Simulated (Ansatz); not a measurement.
**BaZrO3: vacancy migration on the Ba sublattice**

Theory: DFT PBE, scalar-relativistic, plane waves, PAW (Ansatz). The runs took a 420 eV cutoff, a Γ-centred 4×4×4 mesh and Gaussian smearing (0.05 eV). No spin polarisation.

The perfect supercell:

```
Ba Zr O
1.0
    -4.22714    4.22714    4.22714
     4.22714   -4.22714    4.22714
     4.22714    4.22714   -4.22714
Ba Zr O
4 4 12
Direct
  0.50000 0.50000 0.50000
  0.00000 0.00000 0.50000
  0.00000 0.50000 0.00000
  0.50000 0.00000 0.00000
  0.00000 0.00000 0.00000
  0.50000 0.50000 0.00000
  0.50000 0.00000 0.50000
  0.00000 0.50000 0.50000
  0.00000 0.75000 0.75000
  0.50000 0.25000 0.75000
  0.50000 0.75000 0.25000
  0.00000 0.25000 0.25000
  0.75000 0.50000 0.25000
  0.25000 0.00000 0.25000
  0.25000 0.50000 0.75000
  0.75000 0.00000 0.75000
  0.25000 0.25000 0.00000
  0.75000 0.75000 0.00000
  0.75000 0.25000 0.50000
  0.25000 0.75000 0.50000
```

Atom 1 (Ba) is removed, leaving a vacancy of charge -2 (uniform background), and atom 2 jumps 4.23 Å into it. The vacancy and the half-way point are each relaxed at fixed cell, keeping their symmetry. The supercell is small, and one in 4 of its Ba atoms is missing. It repeats after two jumps, so the jumping atom has a vacancy on both sides, which can shift the barrier from that beside a lone vacancy.

(1) How high does the half-way point lie?

## Answers

(1) 3.72 eV above the relaxed vacancy, with the jumping atom 0.00 Å off the straight line, where the cell's symmetry pins it, so a bent path, which could be lower, wasn't tried. This is the barrier if that point is a first-order saddle, which wasn't checked.

Cost: 2 runs of about 2.6 core-minutes in all, on AMD EPYC 9R14 (Zen 4) (shared hosts).